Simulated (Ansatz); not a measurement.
A relaxed cell of ScBr3 is given with its symmetry left out. The cell was found from a structure generator's guess, not taken from experiment.

Theory: DFT PBE, scalar-relativistic, plane waves, PAW in Ansatz. Cutoff 420 eV, Γ-centred mesh, Gaussian smearing, collinear spin.

Only a and b repeat, and vacuum parts the sheet from its images along c.

```cif
data_structure
_symmetry_space_group_name_H-M 'P 1'
_symmetry_Int_Tables_number 1
_cell_length_a 5.8435
_cell_length_b 5.8435
_cell_length_c 24.0050
_cell_angle_alpha 90.000
_cell_angle_beta 90.000
_cell_angle_gamma 90.000
_cell_volume 819.68
loop_
_atom_site_label
_atom_site_type_symbol
_atom_site_fract_x
_atom_site_fract_y
_atom_site_fract_z
_atom_site_occupancy
Sc1 Sc 0.00000 0.00000 0.31244 1
Br1 Br 0.00000 0.50000 0.31244 1
Br2 Br 0.50000 0.00000 0.31244 1
Br3 Br 0.50000 0.50000 0.31244 1
```

Formation energies are uncorrected and refer to the elements' standard structures at the same level. The references include crystalline Br.

**Question.** What layer group does it have?

**Answer.** p4/mmm (No. 61). In-plane cell: a = 5.843 Å, b = 5.843 Å, γ = 90.0°, thickness 0.00 Å between the outermost nuclei. Sc at height 0.00 Å has 4 Br at 2.92 Å; Br at height 0.00 Å has 2 Sc at 2.92 Å and 2 Br at 2.92 Å; Br at height 0.00 Å has 4 Br at 2.92 Å.

**Question.** How far does it lie from the elements in energy?

**Answer.** −0.30 eV/atom. Whether it is stable depends on the other phases of the system, which aren't compared here.

**Question.** Is it a metal?

**Answer.** Yes, bands cross the Fermi level on the 8×8×1 mesh.

**Question.** Which magnetic moments does it keep?

**Answer.** 0.36 μB per atom net, the space between the atoms included; by site: Sc 0.8; Br 0.2 μB.

The last run used collinear spin, an 8×8×1 mesh for its 4-atom cell and Gaussian smearing of 0.10 eV. The reference form of Br is held partly by dispersion forces, which this level lacks. The magnetic state reached may not be the lowest. A structure relaxed within its symmetry needn't be a true minimum.
